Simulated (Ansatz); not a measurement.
# V2O3: computed property card

V2O3:
```yaml
crystal:
  lattice:
    - [2.38709, 1.37819, 4.74419]
    - [-2.38709, 1.37819, 4.74419]
    - [0.00000, -2.75637, 4.74419]
  atoms:
    - { symbol: V, position: [0.83972, 0.83972, 0.83972] }
    - { symbol: V, position: [0.66028, 0.66028, 0.66028] }
    - { symbol: V, position: [0.16028, 0.16028, 0.16028] }
    - { symbol: V, position: [0.33972, 0.33972, 0.33972] }
    - { symbol: O, position: [0.07567, 0.42433, 0.75000] }
    - { symbol: O, position: [0.75000, 0.07567, 0.42433] }
    - { symbol: O, position: [0.42433, 0.75000, 0.07567] }
    - { symbol: O, position: [0.92433, 0.57567, 0.25000] }
    - { symbol: O, position: [0.25000, 0.92433, 0.57567] }
    - { symbol: O, position: [0.57567, 0.25000, 0.92433] }
```
The run is spin-polarised; directions of the spins, atom by atom: ↑ ↑ ↑ ↑ 0 0 0 0 0 0.

Space group R-3c (No. 167), corundum; conventional cell a = 4.774 Å, b = 4.774 Å, c = 14.233 Å, α = 90.00°, β = 90.00°, γ = 120.00°.

Method: the program Ansatz at the PBEsol level (PAW). Structure relaxed to zero pressure with the same functional. Other levels are named where they apply.

**Cell and energy**

```
Quantity                                                      Result
-----------------------------------------------------  -------------
Volume per atom                                              9.36 Å³
Density                                                   5.32 g/cm³
Formation energy from the elements (no fitted shifts)  -2.33 eV/atom
```

**Electronic structure**

```
Property                                                                     Value
------------------------------------  --------------------------------------------
Electronic character                                             metallic (no gap)
Density of states at the Fermi level  0.15 states/eV per atom (mean over ±0.08 eV)
```

**Magnetism**

```
Item                      Result
--------------  ----------------
Magnetic order     ferromagnetic
Net moment      0.44 μB per atom
```

**Mechanics**

```
Property                             Result
----------------------------------  -------
Bulk modulus (Birch–Murnaghan fit)  249 GPa
Pressure derivative B′                  4.0
```

**Charges**

```
Item                        Value
-------------  ------------------
Bader charges  V +1.78, O -1.19 e
```

The cell was relaxed with PBEsol under the symmetry of its start. The final state is ferromagnetic, chosen from 5 collinear starts compared on coarse meshes (ties went to the first, and starts can fall back to one state), not a proven ground state. No Hubbard U is applied. The compound may be a true metal, but semilocal functionals without U, or a wrong spin order, can also close a gap. The references are the lowest solids computed at this level, not always the standard phases (solids in place of the gases).

Potentials: the later of the program's two PAW sets.
